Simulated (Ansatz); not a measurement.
## Notes on BaTiO$_{3}$

```
Ba Ti O
1.0
     4.06029    4.06029    0.00000
     0.00000    4.06029    4.07876
     4.06029    0.00000    4.07876
Ba Ti O
2 2 6
Direct
  0.00000 0.00000 0.00000
  0.50000 0.50000 0.50000
  0.25500 0.24500 0.24500
  0.75500 0.74500 0.74500
  0.49050 0.00950 0.00950
  0.99050 0.50950 0.50950
  0.49150 0.50850 0.00850
  0.99150 0.00850 0.50850
  0.49150 0.00850 0.50850
  0.99150 0.50850 0.00850
```

The numbers come from plane-wave PAW DFT (Ansatz): r2SCAN, no spin polarisation, 500 eV, 6×6×6 Γ-centred k points, fermi-dirac occupations (width 0.055 eV). Nothing was relaxed.

Which orbitals make up the band edges?

Within 0.7 eV of the edges, the states project mainly on O p (95 %) below the gap and on Ti d (90 %) above it.

Give the Bader charges.

Bader charges in e: Ba +1.59, Ti +2.31, O -1.30. In the mean Ti gives up most and O takes most.

What is the band gap?

The gap is 2.07 eV, direct at the points sampled. A semilocal functional usually gives too small a gap.

Is the cell too large or too small?

The pressure is -7.9 GPa (compression positive), so with the atoms held at these fractions the cell would first shrink.

Origin: a database entry at a rescaled volume.
